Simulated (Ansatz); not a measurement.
GaN (zinc blende)

```
GaN
1.0
    0.00000     2.27425     2.27425
    2.27425     0.00000     2.27425
    2.27425     2.27425     0.00000
N Ga
1 1
Direct
  0.75000   0.75000   0.75000
  0.00000   0.00000   0.00000
```

The slice is a {110} plane (indices of the conventional cell) through the point (0.000, 0.000, 0.000) (fractional), spanned by u = [100] and v = [1 -1 -1] in vectors of this cell: u (3.22 Å) and v (4.55 Å, at 90° to u). It covers one period; positions are fractions (u, v).

Level of theory: PBE (plane waves to 420 eV, PAW, scalar-relativistic; Ansatz, a program for electronic structure). k mesh 12×12×12. Inside the PAW spheres the values are not all-electron values, and peaks at nuclei hang on which shells count as valence. GaN was relaxed with its symmetry unable to fall.

Three fields on this plane, each scaled to ten steps between its own extremes (0 low, 9 high; the total valence density on a logarithmic scale, the potential cut 8 eV below its top; x marks points blanked near nuclei; v = 0 in the bottom row):

Map A
```
|xxxxxx866555555668xxxxx|
|xxxxxx765444344567xxxxx|
|xxxxx87543333334578xxxx|
|xxxxx76433222233467xxxx|
|xxx876543211112345678xx|
|88776543211111123456778|
|66655432211001122345566|
|55544332110000112334455|
|44433222111001112223344|
|33332221111111111222333|
|22222111111111111112222|
|11111111122222211111111|
|11111112222332222111111|
|00011122333333332211100|
|00001223444554443221000|
|00011234556666554321100|
|00012345667777665432100|
|00123456788888876543210|
|111245678xxxxxx87654211|
|12234678xxxxxxxx8764322|
|2234568xxxxxxxxxx865432|
|3345679xxxxxxxxxx976543|
|445568xxxxxxxxxxxx86554|
|555678xxxxxxxxxxxx87655|
|666778xxxxxxxxxxxx87766|
|8888899xxxxxxxxxx998888|
|xxx9899xxxxxxxxxx9989xx|
|xxxxx999xxxxxxxx999xxxx|
|xxxxx9999xxxxxx9999xxxx|
|xxxxxx888889988888xxxxx|
|xxxxxx887777777788xxxxx|
|xxxxxx876666666678xxxxx|
```

Map B
```
|xxxxxx222334433222xxxxx|
|xxxxxx222222222222xxxxx|
|xxxxx22211111111222xxxx|
|xxxxx22111100111122xxxx|
|xxx222211000000112222xx|
|22222211100000011122222|
|22221111000000001111222|
|11111110000000000111111|
|11111000000000000001111|
|11100000000000000000011|
|00000000000000000000000|
|00000000000000000000000|
|00000000011111100000000|
|00000000112222110000000|
|00000001233443321000000|
|00000112455665542110000|
|00000134677887764310000|
|00001346789999876431000|
|000124679xxxxxx97642100|
|00124679xxxxxxxx9764210|
|0013578xxxxxxxxxx875310|
|1123689xxxxxxxxxx986321|
|112468xxxxxxxxxxxx86421|
|122469xxxxxxxxxxxx96422|
|222368xxxxxxxxxxxx86322|
|2223479xxxxxxxxxx974322|
|xxx2358xxxxxxxxxx8532xx|
|xxxxx469xxxxxxxx964xxxx|
|xxxxx3479xxxxxx9743xxxx|
|xxxxxx357999999753xxxxx|
|xxxxxx235778877532xxxxx|
|xxxxxx223556655322xxxxx|
```

Map C
```
|xxxxxx002567765200xxxxx|
|xxxxxx002567765200xxxxx|
|xxxxx00035677653000xxxx|
|xxxxx00145677654100xxxx|
|xxx000035677776530000xx|
|00000134667777664310000|
|00002356677777766532000|
|23345566777777776655433|
|55666777777777777776665|
|77777777777777777777777|
|88888888777777778888888|
|99999888877777788889999|
|99999888877777788889999|
|99999988877777788899999|
|99999988877777788899999|
|99999998877777788999999|
|99999998876667788999999|
|99999988765445678899999|
|999999875xxxxxx57899999|
|99999875xxxxxxxx5789999|
|8888876xxxxxxxxxx678888|
|7778763xxxxxxxxxx467877|
|556665xxxxxxxxxxxx56665|
|233454xxxxxxxxxxxx45433|
|000123xxxxxxxxxxxx32100|
|0000000xxxxxxxxxx010000|
|xxx0000xxxxxxxxxx0000xx|
|xxxxx000xxxxxxxx000xxxx|
|xxxxx0001xxxxxx1000xxxx|
|xxxxxx002444444200xxxxx|
|xxxxxx002466664200xxxxx|
|xxxxxx002567765200xxxxx|
```

Q: Assign the maps to these fields: electron localisation function (ELF); valence electron density; electrostatic potential energy of an electron, from the cell's mean.

A: A is the valence electron density; B is the electron localisation function (ELF); C is the electrostatic potential energy of an electron, from the cell's mean.
